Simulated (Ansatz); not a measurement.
One crystal and one scan (energy over volume and axial ratio) at two levels, PBE (plane waves to 420 eV, PAW, scalar-relativistic; Ansatz, a first-principles code) and r2SCAN (plane waves to 500 eV, PAW, scalar-relativistic; Ansatz), each from its own relaxed cell and on its own mesh. The cell shown is that of PBE.

CdSe (zinc blende)

```
CdSe
1.0
    0.00000     3.09814     3.09814
    3.09814     0.00000     3.09814
    3.09814     3.09814     0.00000
Se Cd
1 1
Direct
  0.75000   0.75000   0.75000
  0.00000   0.00000   0.00000
```

The relaxed cell is deformed in two ways at once: its volume V is scaled, and at that volume it is stretched along z (the c axis of the conventional cell) so that c/a changes. Fractional atomic positions are held.

The energy includes the smearing's −TS. CdSe was relaxed with its symmetry unable to fall. Percentages come from the unrounded values.

Results of PBE:

| Quantity | Value |
|---|---|
| Lattice constant a (Å) | 6.196 |
| Shear modulus C′ = (C11 − C12)/2 (fit, atoms clamped) (GPa) | 8.8 |

Estimate the r2SCAN values.


```tsv
quantity	r2SCAN	PBE − r2SCAN
Lattice constant a (Å)	6.134	+0.062 (+1.0 %)
Shear modulus C′ = (C11 − C12)/2 (fit, atoms clamped) (GPa)	8.5	+0.3 (+3 %)
```

PBE gives the higher value for: lattice constant a; shear modulus C′. Neither level is exact: the differences show how much the result hangs on the functional.

(Under strain, the slope of the energy per volume gives the stress and its curvature an elastic modulus.)
